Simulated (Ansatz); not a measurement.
MgS (rock salt, space group No. 225) under volume change, r²SCAN in the plane-wave PAW code Ansatz, scaled uniformly.

```
V (Å³/atom)  E − E(relaxed) (meV/atom)  P (GPa)
-----------  -------------------------  -------
16.023                            41.6     9.10
16.551                            17.5     5.59
17.080                             4.1     2.58
17.608                             0.0     0.00
18.136                             3.8    -2.22
18.664                               ?        ?
19.192                               ?        ?
```

**Question.** Fill in the missing entries.

**Answer.** 
- 18.664, E − E(relaxed) (meV/atom): 14.3
- 18.664, P (GPa): -4.13
- 19.192, E − E(relaxed) (meV/atom): 30.7
- 19.192, P (GPa): -5.78

**Question.** What does a third-order Birch–Murnaghan fit give for V₀, B₀ and B′?

**Answer.** V₀ = 17.61 Å³/atom, B₀ = 79.8 GPa, B′ = 4.0.

Space group Fm-3m (rock salt). The cell was relaxed with r²SCAN under the symmetry of its start; phonons on a q-mesh show no instability.

Potentials: the later of the program's two PAW sets.
